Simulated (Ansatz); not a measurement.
**Is this Na5ZrO2 structure a true minimum?**

The cell was found from a proposed guess, not taken from experiment.

All numbers below come from DFT PBE, scalar-relativistic, plane waves, PAW in Ansatz. Settings: cutoff 420 eV, Γ-centred mesh 12×12×2 on the computed 8-atom cell, Gaussian smearing of 0.10 eV; no spin polarisation.

The cell below (8 atoms, space group P-3m1 (No. 164)) is relaxed within its symmetry.

```yaml
crystal:
  lattice:
    - [3.42758, 0.00000, 0.00000]
    - [-1.71379, 2.96837, 0.00000]
    - [0.00000, 0.00000, 18.36313]
  atoms:
    - { symbol: Na, position: [0.66667, 0.33333, 0.16371] }
    - { symbol: Na, position: [0.33333, 0.66667, 0.32961] }
    - { symbol: Na, position: [0.00000, 0.00000, 0.50000] }
    - { symbol: Na, position: [0.66667, 0.33333, 0.67039] }
    - { symbol: Na, position: [0.33333, 0.66667, 0.83629] }
    - { symbol: Zr, position: [0.00000, 0.00000, 0.00000] }
    - { symbol: O, position: [0.66667, 0.33333, 0.94872] }
    - { symbol: O, position: [0.33333, 0.66667, 0.05128] }
```

For the test it was strained at random (σ = 1.5 % a component), the atoms were moved at random (σ = 0.10 Å), and all was relaxed again on a coarse 6×6×2 mesh (in the run’s order of axes) with 0.20 eV smearing, with no symmetry imposed.

An odd number of electrons in the primitive cell allows no gap without spin; a larger cell or a magnetic state could open one. The cell is a metal run without spin, though a test with spin on the coarse mesh kept 0.7 μB a cell, so a magnetic state probably lies lower.

Problem. Does it come back?

Solution. It doesn't return. The energy falls by 21 meV/atom on that mesh, the volume changes by 3.4 %, and the end has space group Cm (No. 8) at a loose tolerance. Relaxed again on a 10×10×2 mesh with 0.10 eV smearing, the new structure lies 21 meV/atom below the first (mesh in the axes of the run's cell; the cell below is made exact in the group named). Space group C2/m (No. 12), monoclinic, a = 5.961 Å, b = 3.441 Å, c = 19.048 Å, β = 96.3°. Na on a site of symmetry m has 1 O at 2.38 Å, 9 Na at 3.44–3.66 Å and 3 Zr at 3.84 Å; Na on a second site of symmetry m is surrounded by 12 Na at 3.44–3.71 Å; Zr has 6 O at 2.18 Å, 6 Zr at 3.44 Å and 6 Na at 3.84 Å; around O lie 3 Zr at 2.18 Å, 1 Na at 2.38 Å and 3 O at 2.69 Å; 1 more site not described.

```cif
data_structure
_symmetry_space_group_name_H-M 'P 1'
_symmetry_Int_Tables_number 1
_cell_length_a 3.4415
_cell_length_b 3.4415
_cell_length_c 19.0478
_cell_angle_alpha 95.482
_cell_angle_beta 95.482
_cell_angle_gamma 59.985
_cell_volume 194.16
loop_
_atom_site_label
_atom_site_type_symbol
_atom_site_fract_x
_atom_site_fract_y
_atom_site_fract_z
_atom_site_occupancy
Na1 Na 0.72662 0.72662 0.67339 1
Na2 Na 0.11447 0.11447 0.83524 1
Na3 Na 0.50000 0.50000 0.00000 1
Na4 Na 0.88553 0.88553 0.16476 1
Na5 Na 0.27338 0.27338 0.32661 1
Zr1 Zr 0.00000 0.00000 0.50000 1
O1 O 0.31649 0.31649 0.45210 1
O2 O 0.68351 0.68351 0.54790 1
```
